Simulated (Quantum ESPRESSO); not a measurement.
pw.x input (Quantum ESPRESSO 7.5; PBEsol, PseudoDojo standard norm-conserving files, scalar-relativistic):

```
&CONTROL
  calculation = 'scf'
  pseudo_dir = './pseudo'
  outdir = './out'
  tprnfor = .true.
  tstress = .true.
/
&SYSTEM
  ibrav = 0
  nat = 10
  ntyp = 4
  ecutwfc = 84.0
  ecutrho = 336.0
  occupations = 'smearing'
  smearing = 'fd'
  degauss = 0.002
  nbnd = 54
/
&ELECTRONS
  conv_thr = 1e-09
/
ATOMIC_SPECIES
F 18.9984 F.upf
Sc 44.9559 Sc.upf
Rb 85.4678 Rb.upf
Ag 107.8682 Ag.upf
CELL_PARAMETERS angstrom
  0.000000000000   4.493015000000   4.493015000000
  4.493015000000   0.000000000000   4.493015000000
  4.493015000000   4.493015000000   0.000000000000
ATOMIC_POSITIONS crystal
F   0.773500000000   0.226500000000   0.226500000000
F   0.226500000000   0.773500000000   0.773500000000
F   0.226500000000   0.773500000000   0.226500000000
F   0.773500000000   0.226500000000   0.773500000000
F   0.226500000000   0.226500000000   0.773500000000
F   0.773500000000   0.773500000000   0.226500000000
Sc   0.000000000000   0.000000000000   0.000000000000
Rb   0.750000000000   0.750000000000   0.750000000000
Rb   0.250000000000   0.250000000000   0.250000000000
Ag   0.500000000000   0.500000000000   0.500000000000
K_POINTS automatic
6 6 6 0 0 0
```

End of the output:

```
     total energy              =    -810.44253214 Ry
     estimated scf accuracy    <       0.00000014 Ry
     total energy              =    -810.44253220 Ry
     estimated scf accuracy    <       0.00000002 Ry
[...]
     the Fermi energy is     6.6748 ev
!    total energy              =    -810.44253221 Ry
     estimated scf accuracy    <          6.4E-10 Ry
     smearing contrib. (-TS)   =      -0.00000000 Ry
     internal energy E=F+TS    =    -810.44253221 Ry
     The total energy is F=E-TS. E is the sum of the following terms:
     one-electron contribution =    -451.84697109 Ry
     hartree contribution      =     266.02647387 Ry
     xc contribution           =    -155.26368521 Ry
     ewald contribution        =    -469.35834979 Ry
     convergence has been achieved in  10 iterations
     Forces acting on atoms (cartesian axes, Ry/au):
     atom    1 type  1   force =    -0.00728956   -0.00000000    0.00000000
     atom    2 type  1   force =     0.00728956    0.00000000    0.00000000
     atom    3 type  1   force =     0.00000000   -0.00728956    0.00000000
     atom    4 type  1   force =     0.00000000    0.00728956    0.00000000
     atom    5 type  1   force =     0.00000000    0.00000000   -0.00728956
     atom    6 type  1   force =    -0.00000000    0.00000000    0.00728956
     atom    7 type  2   force =    -0.00000000   -0.00000000    0.00000000
     atom    8 type  3   force =     0.00000000    0.00000000   -0.00000000
     atom    9 type  3   force =     0.00000000    0.00000000    0.00000000
     atom   10 type  4   force =     0.00000000    0.00000000    0.00000000
     Total force =     0.017856     Total SCF correction =     0.000063
     Computing stress (Cartesian axis) and pressure
          total   stress  (Ry/bohr**3)                   (kbar)     P=      -31.50
  -0.00021413  -0.00000000  -0.00000000          -31.50       -0.00       -0.00
  -0.00000000  -0.00021413  -0.00000000           -0.00      -31.50       -0.00
  -0.00000000  -0.00000000  -0.00021413           -0.00       -0.00      -31.50
```
In a gapped system the printed Fermi energy is only some level inside the gap.

Spin-orbit coupling is not included.

Geometry of the Materials Project entry, not relaxed at this level.
